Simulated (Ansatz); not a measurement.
Relaxed-ion elastic tensor of PbS (rock salt, Fm-3m) in GPa (Voigt order), r²SCAN in the plane-wave PAW code Ansatz; density 7.45 g/cm³, 26.65 Å³ per atom.

```
      1     2     3     4     5     6
-  ----  ----  ----  ----  ----  ----
1  98.0  18.2  57.1   0.0   0.0   0.0
2  18.2   137  18.2   0.0   0.0   0.0
3  57.1  18.2  98.0   0.0   0.0   0.0
4   0.0   0.0   0.0  20.4   0.0   0.0
5   0.0   0.0   0.0   0.0  60.2   0.0
6   0.0   0.0   0.0   0.0   0.0  20.4
```

Q: Is the crystal mechanically stable?

A: Yes: the smallest eigenvalue of C is 20.4 GPa.

Q: Work out the Voigt, Reuss and Hill averages.

A: K_V = 57.8, K_R = 57.8, K_H = 57.8; G_V = 36.2, G_R = 27.8, G_H = 32.0 GPa.

Q: Give Young's modulus, Poisson's ratio, Pugh's ratio and the universal anisotropy index.

A: E = 9KG/(3K + G) = 81.0 GPa; ν = 0.27; K/G = 1.81 (near the Pugh limit of 1.75, no verdict); A_U = 5G_V/G_R + K_V/K_R − 6 = 1.52.

Q: Estimate the sound speeds and the Debye temperature.

A: v_l = √((K + 4G/3)/ρ) = 3670 m/s, v_t = √(G/ρ) = 2070 m/s, mean 2300 m/s; Θ = (h/k)(3n/4πV)^(1/3) v_m = 230 K.

Symmetry was held in the r²SCAN relaxation; of distortions, only those at the zone centre were tested. Spin–orbit coupling is left out wherever it is not named.

Potentials: the later of the program's two PAW sets.
